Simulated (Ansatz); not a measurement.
The relaxed structure here is a generated cell of Hf3N4: the first start was made by a random draw of sites in a space group, and the end was not matched to a known phase here, so it may be hypothetical.

A relaxed structure of Hf$_{3}$N$_{4}$. Space group Cm (No. 8). These are r2SCAN (plane waves to 500 eV, PAW, scalar-relativistic; Ansatz, a quantum-chemistry and plane-wave program) values and carry that method's errors.

```xyz
7
Lattice="2.9856 -4.9272 0.0000 2.9856 4.9272 0.0000 -1.4315 0.0000 3.0826" Properties=species:S:1:pos:R:3 pbc="T T T"
Hf     2.5281     0.0000     0.9196
Hf     2.1950    -3.2940     1.6707
Hf     2.1950     3.2940     1.6707
N      1.3189     1.3709     2.2875
N      3.4054     2.0347     0.3595
N      1.3189    -1.3709     2.2875
N      3.4054    -2.0347     0.3595
```

| Quantity | Result |
|---|---|
| Volume per atom | 12.96 Å³ |
| Band gap | no gap on the sampled points, where the bands overlap only slightly; such a result is sensitive to mesh and level |
| Shortest distances | N–N 1.48 Å; Hf–N 2.18 Å; Hf–Hf 3.20 Å |
| k-mesh | 10×10×15 |

Band energies at high-symmetry points (eV from the Fermi level; labels of this space group; no spin-orbit coupling), from −5 eV up to 4.6 eV:

```json
[
 {"point": "Γ", "energies": "-4.63 -3.98 -3.73 -3.00 -2.88 -0.02 0.74 1.56 1.94 2.40 2.94 3.51 3.75 4.08"},
 {"point": "A", "energies": "-3.53 -2.88 -2.49 -1.49 -1.21 -0.63 -0.07 1.18 2.16 2.46 2.94 3.18 3.73 4.21 4.22"},
 {"point": "I2", "energies": "-3.50 -3.41 -2.03 -1.95 -1.43 -0.74 0.66 1.35 1.78 2.69 3.02 3.71 4.23 4.31"},
 {"point": "I", "energies": "-3.50 -3.41 -2.03 -1.95 -1.43 -0.74 0.66 1.35 1.78 2.69 3.02 3.71 4.23 4.31"},
 {"point": "M2", "energies": "-3.49 -3.42 -2.01 -1.97 -1.44 -0.74 0.67 1.33 1.79 2.71 2.99 3.71 4.24 4.34"},
 {"point": "Y", "energies": "-4.26 -3.73 -2.88 -1.83 -0.43 0.84 1.55 2.50 2.77 2.92 3.36 3.67"},
 {"point": "L2", "energies": "-3.82 -3.55 -2.62 -2.47 -1.68 -0.15 0.76 1.19 2.19 2.88 3.27 3.53 3.91 4.02 4.46"},
 {"point": "V2", "energies": "-4.59 -3.66 -2.94 -2.57 -1.68 -1.07 0.59 1.36 1.79 2.55 2.89 3.69 3.86 4.40"}
]
```

The relaxed cell holds bonded N–N pairs (1.48 Å). No spin polarisation in the result.

It was reached from a disturbed copy of a Fmmm (No. 69) cell, against which it lies -0.38 eV/atom.
